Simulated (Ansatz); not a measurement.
This cell of TiB₂ (AlB2 type, space group P6/mmm) is off equilibrium:

```xyz
3
Lattice="3.0318 0.0000 0.0000 -1.5159 2.6256 0.0000 0.0000 0.0000 3.2243" Properties=species:S:1:pos:R:3 pbc="T T T"
Ti     0.0000    -0.0542     0.0000
B      0.0000     1.8704     1.6121
B      1.5159     0.9952     1.6121
```

These are PBE (plane waves to 420 eV, PAW, scalar-relativistic; Ansatz, a first-principles code) values and carry that method's errors. k mesh 18×18×14 (Γ-centred), Fermi-Dirac smearing 0.05 eV. Stress and pressure are positive under compression. With partly filled bands, energies and forces of such displacements shift with the k mesh and the smearing. The PAW data are Ansatz's earlier set. TiB2 is run without spin polarisation. TiB2 was relaxed with its symmetry unable to fall.

**Question.** What forces act on the atoms (eV/Å, Cartesian)?

**Answer.** 
| atom | Fx | Fy | Fz |
|---|---|---|---|
| Ti1 | 0.000 | 2.455 | 0.000 |
| B2 | 0.000 | -1.081 | 0.000 |
| B3 | 0.000 | -1.374 | 0.000 |

**Question.** Give the stress tensor in GPa and the pressure.

**Answer.** 
```
    0.4      0.0      0.0
    0.0      3.0      0.0
    0.0      0.0      4.9
```
The pressure, a third of the trace, is 2.8 GPa.

(A displaced cell: forces are minus the slopes of the energy, force constants its curvatures, and phonons follow from these.)
